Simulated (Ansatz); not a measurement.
Level of theory: Ansatz 0.2.0, DFT PBE, scalar-relativistic, plane waves, PAW. All cells share a 420 eV cutoff and Γ-centred k meshes spaced at most about 0.3 Å⁻¹ (about 0.25 or finer for metals, 2π included). No spin polarisation in the final relaxations.

All energies are static (0 K, no zero-point motion). All come from trial cells, and lower structures may exist.

Task: Order these relaxed structures of SnBi₃O by energy, lowest first, with the energy over the lowest of them.
A.

Space group P4mm (No. 99). a = 5.038 Å, b = 5.038 Å, c = 8.323 Å, α = 90.00°, β = 90.00°, γ = 90.00°
```
atom  site  symmetry       x       y       z
  Sn    1b       4mm  0.5000  0.5000  0.1130
  Bi    2c      2mm. 0.5000  0.0000  0.8647
  Bi    1b       4mm  0.5000  0.5000  0.6112
   O    1b       4mm  0.5000  0.5000  0.3510
```

B.

Space group Pm-3m (No. 221). a = 5.055 Å, b = 5.055 Å, c = 5.055 Å, α = 90.00°, β = 90.00°, γ = 90.00°
```json
{"atom": "Sn", "site": "1a", "symmetry": "m-3m", "x": "0.0000", "y": "0.0000", "z": "0.0000"}
{"atom": "Bi", "site": "3c", "symmetry": "4/mm.m", "x": "0.5000", "y": "0.5000", "z": "0.0000"}
{"atom": "O", "site": "1b", "symmetry": "m-3m", "x": "0.5000", "y": "0.5000", "z": "0.5000"}
```

C.

Space group P6/mmm (No. 191). a = 6.737 Å, b = 6.737 Å, c = 3.906 Å, α = 90.00°, β = 90.00°, γ = 120.00°
| atom | site | symmetry | x | y | z |
| --- | --- | --- | --- | --- | --- |
| Sn | 1b | 6/mmm | 0.0000 | 0.0000 | 0.5000 |
| Bi | 3g | mmm | 0.5000 | 0.0000 | 0.5000 |
| O | 1a | 6/mmm | 0.0000 | 0.0000 | 0.0000 |

D.

Space group P4/mmm (No. 123). a = 6.159 Å, b = 6.159 Å, c = 4.183 Å, α = 90.00°, β = 90.00°, γ = 90.00°
```json
{"atom": "Sn", "site": "1a", "symmetry": "4/mmm", "x": "0.0000", "y": "0.0000", "z": "0.0000"}
{"atom": "Bi", "site": "2e", "symmetry": "mmm.", "x": "0.0000", "y": "0.5000", "z": "0.5000"}
{"atom": "Bi", "site": "1d", "symmetry": "4/mmm", "x": "0.5000", "y": "0.5000", "z": "0.5000"}
{"atom": "O", "site": "1c", "symmetry": "4/mmm", "x": "0.5000", "y": "0.5000", "z": "0.0000"}
```

Result: B (0 meV/atom), A (22 meV/atom), C (89 meV/atom), D (305 meV/atom). Forms: B antiperovskite type, Pm-3m; A P4mm; C P6/mmm; D P4/mmm. Counting Bi or Sn atoms around O (for each partner element, those within 1.25 times its shortest distance or 1.15 times the sum of covalent radii, where it is the nearest in units of that sum or under 1.3; the shortest distance is added where it is long for a bond): B has O 6 from 2.5 Å; A has O 2; C has O 2; D has O 2.

These runs have no spin–orbit coupling, which can matter for Bi. A magnetic state wasn't ruled out in cells without spin, among them Pm-3m, P6/mmm, P4/mmm. Cells relaxed within their symmetry can be saddle points. Some types were kept out of the candidates beforehand, so the set may lack a known form.
